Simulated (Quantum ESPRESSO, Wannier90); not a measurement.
HfN (rock salt): Wannier90 run

```
begin unit_cell_cart
ang
    0.0000000000    2.2558600000    2.2558600000
    2.2558600000    0.0000000000    2.2558600000
    2.2558600000    2.2558600000    0.0000000000
end unit_cell_cart
begin atoms_frac
Hf   0.0000000000  0.0000000000  0.0000000000
N    0.5000000000  0.5000000000  0.5000000000
end atoms_frac
```

Cell from Materials Project (mp-2828), symmetrised, no further relaxation. COD (Crystallography Open Database) has an entry of this formula and space group (matched by these alone). Level: PBEsol, no spin polarisation, no spin-orbit coupling; pw.x of Quantum ESPRESSO at 68 Ry with PseudoDojo potentials, 12×12×12 k-points, Wannier90. Density: 12×12×12 mesh, cold smearing 0.01 Ry. Spin-orbit coupling is left out although heavy elements are present.

Band 5 is isolated and gives one Wannier function a cell (N2 2s 67 %, Hf1 5d 19 %, Hf1 6s 9 %; spread 1.13 Å²). Its on-site energy is ε = -15.690 eV relative to the Fermi level, and its hoppings t(R) = t(−R) to the nearer images are (images within this range that aren't listed have |t| under 5 meV):

```csv
R (lattice vectors; −R alike),distance (Å),t (eV)
0 0 1,3.19,-0.074
0 1 -1,3.19,-0.074
0 1 0,3.19,-0.074
1 -1 0,3.19,-0.074
1 0 -1,3.19,-0.074
1 0 0,3.19,-0.074
1 -1 -1,4.51,-0.163
1 -1 1,4.51,-0.163
1 1 -1,4.51,-0.163
2 -2 -2,9.02,0.005
2 -2 2,9.02,0.005
2 2 -2,9.02,0.005
```

Q: Work out the band energy at Γ, X, U, K from these numbers.

A: For one orbital E(k) = ε + Σ_R 2 t(R) cos(2π k·R), the sum over the listed R.
- Γ, k = (0.000, 0.000, 0.000): E = -15.690 + (-0.074)·(12.00) + (-0.163)·(6.00) + (0.005)·(6.00) = -17.53 eV; pw.x: -17.46 eV
- X, k = (0.500, 0.000, 0.500): E = -15.690 + (-0.074)·(-4.00) + (-0.163)·(6.00) + (0.005)·(6.00) = -16.34 eV; pw.x: -16.36 eV
- U, k = (0.625, 0.250, 0.625): E = -15.690 + (-0.074)·(-3.66) + (-0.163)·(2.00) + (0.005)·(-2.00) = -15.76 eV; pw.x: -15.77 eV
- K, k = (0.375, 0.375, 0.750): E = -15.690 + (-0.074)·(-3.66) + (-0.163)·(2.00) + (0.005)·(-2.00) = -15.76 eV; pw.x: -15.77 eV

At these points the listed shells miss the plane-wave band by up to 0.07 eV, of a width of 2.81 eV on the path. With all its hoppings the model misses the band by 0.1 meV at worst on the whole path, so most of the miss comes from the hoppings not listed.
